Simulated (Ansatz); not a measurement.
Ti2AlC in space group P6_3/mmc (No. 194; Ti on 4f, Al on 2d, C on 2a) at seven volumes, r²SCAN (plane waves, PAW; program Ansatz), shape and atoms relaxed at each. One row is withheld.

| V (Å³/atom) | P (GPa) |
|---|---|
| 12.607 | 16.82 |
| 13.022 | 10.32 |
| 13.438 | ? |
| 13.854 | 0.00 |
| 14.269 | -4.05 |
| 14.685 | -7.51 |
| 15.100 | -10.44 |

Fit the shown pressures and predict the withheld one.

P = (3/2)B₀(x^(7/2) − x^(5/2))[1 + (3/4)(B′ − 4)(x − 1)] with x = (V₀/V)^(2/3). Least squares on the six rows gives V₀ = 13.854 Å³/atom, B₀ = 146 GPa, B′ = 4.27. At V = 13.438, x = 1.0205 and P = 4.75 GPa. The run itself gave 4.76 GPa.

The first step of the workflow began from a Materials Project structure, measured or hypothetical; the Crystallography Open Database copy checked does not list it. Whether it is the stable phase at ambient conditions was not checked. Symmetry was held in the r²SCAN relaxation; of distortions, only those at the zone centre were tested. No spin polarisation was allowed.

Potentials: the later of the program's two PAW sets.
